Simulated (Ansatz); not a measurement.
Profile along the Sn–O line in SnO2 (rutile)

SnO₂ (rutile)

```
CELL_PARAMETERS angstrom
      4.75851     0.00000     0.00000
      0.00000     4.75851     0.00000
      0.00000     0.00000     3.20013
ATOMIC_POSITIONS crystal
  Sn 0.00000 0.00000 0.00000
  Sn 0.50000 0.50000 0.50000
  O  0.30590 0.30590 0.00000
  O  0.80590 0.19410 0.50000
  O  0.19410 0.80590 0.50000
  O  0.69410 0.69410 0.00000
```

Fields along a shortest Sn–O line of a (-1 1 0) plane (2.06 Å), from Sn to O, interpolated on the slice's grid (step about 0.2 Å). The numbers are results of r2SCAN (plane waves to 500 eV, PAW, scalar-relativistic; Ansatz, a first-principles code), not measurements. k mesh 7×7×10. Inside the PAW spheres the values are not all-electron values, and peaks at nuclei hang on which shells count as valence. SnO2 was relaxed with its symmetry unable to fall. The PAW data are Ansatz's earlier set.

| distance from Sn (Å) | valence electron density (e/Å³) | electron localisation function | density of the highest valence band (e/Å³) | density of the lowest conduction band (e/Å³) |
|---|---|---|---|---|
| 0.00 | 12.93 | x | 0.000 | 0.013 |
| 0.21 | 11.31 | x | 0.000 | 0.022 |
| 0.41 | 7.43 | 0.01 | 0.001 | 0.046 |
| 0.62 | 3.44 | 0.09 | 0.001 | 0.069 |
| 0.82 | 1.15 | 0.17 | 0.001 | 0.064 |
| 1.03 | 0.62 | 0.26 | 0.006 | 0.035 |
| 1.24 | 0.92 | 0.64 | 0.017 | 0.014 |
| 1.44 | 1.90 | 0.82 | 0.039 | 0.037 |
| 1.65 | 4.21 | 0.74 | 0.057 | 0.117 |
| 1.85 | 7.21 | x | 0.032 | 0.178 |
| 2.06 | 8.65 | x | 0.002 | 0.189 |

x: too close to a nucleus for the ELF to mean much. Band densities are of whole bands, smooth part only.

Density on the Sn–O line (2.06 Å) at its midpoint: 0.62 e/Å³. ELF at that point: 0.26. Element round which the density of the highest valence band (whole band, smooth part) is largest on this plane: O.
